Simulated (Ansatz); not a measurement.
Data:

TaC:
Space group I4₁md (No. 109); a = 2.950 Å, b = 2.950 Å, c = 10.629 Å, α = 90.00°, β = 90.00°, γ = 90.00°

```csv
atom,site,symmetry,x,y,z
Ta,4a,2mm.,0.0000,0.0000,0.7544
C,4a,2mm.,0.0000,0.0000,0.1616
```
(The calculation used a cell of 4 atoms; values per cell refer to that cell.)

This is the PBE-relaxed structure.

Question: All from the program Ansatz at the PBE level (PAW), unless another level is named. Estimate the electronic character.

Answer: metallic (no gap).

Question: What about the formation energy from the elements (no fitted shifts)?

Answer: -217 meV/atom.

Question: Give the density of states at the Fermi level.

Answer: 0.32 states/eV per atom (mean over ±0.08 eV).

Space group I4_1md. The cell is a constructed one: a structure type filled with these elements; neither database checked (COD, Materials Project) lists it. It is not the phase usual at ambient conditions (space group No. 225). The PBE relaxation kept the symmetry of its start; its stability against distortions is not shown here. No spin polarisation was allowed. The references are the lowest solids computed at this level, not always the standard phases. Spin–orbit coupling is left out wherever it is not named.

Potentials: the later of the program's two PAW sets.
